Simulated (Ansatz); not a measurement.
**ScHg (Pm-3m) as a metal**

```xyz
2
Lattice="3.4261 0.0000 0.0000 0.0000 3.4261 0.0000 0.0000 0.0000 3.4261" Properties=species:S:1:pos:R:3 pbc="T T T"
Sc    1.7130    1.7130    1.7130
Hg    0.0000    0.0000    0.0000
```

Conventional cell: a = 3.426 Å, b = 3.426 Å, c = 3.426 Å, α = 90.00°, β = 90.00°, γ = 90.00°. Around Sc (atom 1) lie 8 Hg at 2.97 Å. Hg (atom 2) is surrounded by 8 Sc at 2.97 Å.

Level of theory, where no other is named: LDA, all-electron LAPW in Ansatz 0.2.0, scalar-relativistic. k mesh 10×10×10, fine mesh 16×16×16, Fermi-Dirac smearing of 0.050 eV, basis error target 1 meV/atom. The cell was relaxed by PAW under this functional, which moved its volume by -5 % from the database entry's.

Levels and slopes are solved on a 16×16×16 mesh, and each state is taken as quadratic over its cell.

Q: What is the density of states at the Fermi level, and which bare Sommerfeld coefficient follows?

A: N(E_F) = 1.11 states/eV/atom (both spins), so γ = (π²/3) k_B² N(E_F) = 2.61 mJ/(mol-atom K²) without electron-phonon or spin-fluctuation enhancement.

Q: What Drude plasma energy and σ/τ do the band velocities give?

A: (ħω_p,α)² = (e²/ε₀VN_k) Σ_nkσ (∂E/∂k_α)² δ(E − E_F) gives ħω_p = (4.56, 4.56, 4.56) eV along x, y, z, and σ/τ = ε₀ω_p² = 4.24×10²⁰ Ω⁻¹m⁻¹s⁻¹ along x. Weighted by the density of states, the mean Fermi speed is 0.34×10⁶ m/s; the surface has an area of 15.3 Å⁻² for each spin direction.

Q: Which bands cross the Fermi level, and what do they carry?

A: 

```tsv
band	filled part	N (states/eV/cell)	speed (10⁶ m/s)	5th to 95th percentile	area (Å⁻²)	filling
1	0.94	0.352	0.444	0.33 to 0.59	3.17	nearly full
2	0.55	1.85	0.314	0.12 to 0.54	11.8	partly filled
3	0.00	0.0129	1.22	1.13 to 1.37	0.319	nearly empty
```

Q: Map the plane k₃ = 1/2 of the mesh: how many bands lie under the Fermi level at each point, counted from the least on the plane?

A: k₁ runs to the right and k₂ upwards, each from −½ to ½ with 0 in the middle (the axes needn't be at right angles):
```
2111111111111111
1111111111111111
1111111111111111
1111110000011111
1111100000001111
1111000000000111
1111000111000111
1111000111000111
1111000111000111
1111000000000111
1111100000001111
1111110000011111
1111111111111111
1111111111111111
2111111111111111
2211111111111112
```

Q: On PAW files the program sums the optical response inside the mesh cells, interband lines and its own Drude term. Where does ε₁ rise through zero (a sharp plasmon if ε₂ is small there), and how much light is reflected?

A: 

```
Fine mesh                         : 16, 16, 16
Window top                        : 25 eV
Line width                        : 0.1 eV
Drude damping                     : 0.03 eV
ε₁ rises through zero at x        : 1.24, 4.43, 6.68, 12.3 eV
ε₂ there x                        : 15.59, 9.67, 1.88, 0.69
Plasma energy (x, y, z)           : 4.579, 4.579, 4.579 eV
Reflectivity at 1 eV, x-polarised : 0.5777
Reflectivity at 2 eV, x-polarised : 0.4571
Reflectivity at 3 eV, x-polarised : 0.4074
```

The plasma energy here is the program's own sum at the run's smearing; it differs from the value above by up to 1 %, through mesh and smearing.

Q: What does PAW give for the same cell?

A: N(E_F) = 1.11 states/eV/atom and ħω_p,x = 4.55 eV.

Known limits: no spin-orbit coupling on heavy atoms; filled d bands lie too high at this level, so their transitions start too early; these sums move with the mesh, by several per cent and more for small sheets; frozen-core PAW files fitted under PBE, their cores solved anew for the functional of the run.
